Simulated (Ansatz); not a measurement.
Relaxed-ion elastic tensor of CdTe (rock salt, space group No. 225) in GPa (Voigt order), DFT-r²SCAN in the program Ansatz with PAW potentials; density 7.08 g/cm³, 28.16 Å³ per atom.

```
91.5  34.0  34.0   0.0   0.0   0.0
34.0  91.5  34.0   0.0   0.0   0.0
34.0  34.0  91.5   0.0   0.0   0.0
 0.0   0.0   0.0  20.7   0.0   0.0
 0.0   0.0   0.0   0.0  20.7   0.0
 0.0   0.0   0.0   0.0   0.0  20.7
```

Is the crystal mechanically stable?

Yes: the smallest eigenvalue of C is 20.7 GPa.

Work out the Voigt, Reuss and Hill averages.

K_V = 53.1, K_R = 53.1, K_H = 53.1; G_V = 23.9, G_R = 23.3, G_H = 23.6 GPa.

Give Young's modulus, Poisson's ratio, Pugh's ratio and the universal anisotropy index.

E = 9KG/(3K + G) = 61.7 GPa; ν = 0.31; K/G = 2.25 (ductile by the Pugh limit of 1.75); A_U = 5G_V/G_R + K_V/K_R − 6 = 0.13.

Estimate the sound speeds and the Debye temperature.

v_l = √((K + 4G/3)/ρ) = 3460 m/s, v_t = √(G/ρ) = 1830 m/s, mean 2040 m/s; Θ = (h/k)(3n/4πV)^(1/3) v_m = 200 K.

Give the Zener ratio and Young's modulus along [100], [110] and [111].

A = 2C44/(C11 − C12) = 0.72; 1/E = S11 − 2(S11 − S12 − S44/2)Γ with Γ = 0, 1/4, 1/3 gives 73.1, 58.6, 54.9 GPa.

Space group Fm-3m (rock salt). This is a known high-pressure phase of the composition, computed here at zero pressure and temperature. The cell was relaxed with r²SCAN under the symmetry of its start; of distortions, only those at the zone centre were tested. As this level gives no gap, shear constants depend on the k-mesh and smearing (Fermi–Dirac, 0.1 eV here). Scalar-relativistic: spin–orbit coupling is off unless named, which matters more the heavier the elements.

Potentials: the earlier of the program's two PAW sets.
